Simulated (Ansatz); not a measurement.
Relaxed-ion elastic tensor of TePb (rock salt, Fm-3m) in GPa (Voigt order), plane-wave PAW PBEsol (Ansatz code); density 8.32 g/cm³, 33.43 Å³ per atom.

```
 126   4.6   4.6   0.0   0.0   0.0
 4.6   126   4.6   0.0   0.0   0.0
 4.6   4.6   126   0.0   0.0   0.0
 0.0   0.0   0.0  14.8   0.0   0.0
 0.0   0.0   0.0   0.0  14.8   0.0
 0.0   0.0   0.0   0.0   0.0  14.8
```

**Question.** Is the crystal mechanically stable?

**Answer.** Yes: the smallest eigenvalue of C is 14.8 GPa.

**Question.** Work out the Voigt, Reuss and Hill averages.

**Answer.** K_V = 45.0, K_R = 45.0, K_H = 45.0; G_V = 33.1, G_R = 21.2, G_H = 27.2 GPa.

**Question.** Give Young's modulus, Poisson's ratio, Pugh's ratio and the universal anisotropy index.

**Answer.** E = 9KG/(3K + G) = 67.8 GPa; ν = 0.25; K/G = 1.66 (near the Pugh limit of 1.75, no verdict); A_U = 5G_V/G_R + K_V/K_R − 6 = 2.79.

**Question.** Estimate the sound speeds and the Debye temperature.

**Answer.** v_l = √((K + 4G/3)/ρ) = 3120 m/s, v_t = √(G/ρ) = 1810 m/s, mean 2010 m/s; Θ = (h/k)(3n/4πV)^(1/3) v_m = 185 K.

**Question.** Give the Zener ratio and Young's modulus along [100], [110] and [111].

**Answer.** A = 2C44/(C11 − C12) = 0.24; 1/E = S11 − 2(S11 − S12 − S44/2)Γ with Γ = 0, 1/4, 1/3 gives 125, 48.3, 40.1 GPa.

The cell was relaxed with PBEsol under the symmetry of its start. Scalar-relativistic: spin–orbit coupling is off unless named, which matters more the heavier the elements.

Potentials: the later of the program's two PAW sets.
